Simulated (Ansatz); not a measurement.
TiCdO₃:
Space group R-3, hexagonal axes (No. 148); a = 5.231 Å, b = 5.231 Å, c = 14.801 Å, α = 90.00°, β = 90.00°, γ = 120.00°

| atom | site | symmetry | x | y | z |
|---|---|---|---|---|---|
| Ti | 6c | 3. | 0.0000 | 0.0000 | 0.1496 |
| Cd | 6c | 3. | 0.0000 | 0.0000 | 0.3634 |
| O | 18f | 1 | 0.3452 | 0.0561 | 0.0925 |
(The calculation used a cell of 10 atoms; values per cell refer to that cell.)

Relaxed with PBEsol. Plane-wave PAW PBEsol (Ansatz code) gives a gap of 3.02 eV.

Task: What gap does HSE06 give on the same cell (Ansatz, PAW)?

Result: 4.70 eV, 1.68 eV more. The hybrid was solved on a coarser mesh and at special points; its gap is the smallest among all of these.

Cost on shared cores: the PBEsol run (SCF on a 7×7×7 mesh, then bands and DOS) roughly 5 core-minutes, the HSE06 run (SCF on 4×4×4, then a few points) very roughly 4 core-minutes; the tasks are unlike.

The workflow started from a Materials Project entry (that database holds measured and hypothetical structures alike); the Crystallography Open Database files this formula in space group No. 148, but the cells were not matched. Whether it is the stable phase at ambient conditions was not checked. Symmetry was held in the PBEsol relaxation; whether a distortion lowers the energy is not shown. No spin polarisation was allowed. Spin–orbit coupling is left out wherever it is not named.

Potentials: the later of the program's two PAW sets.
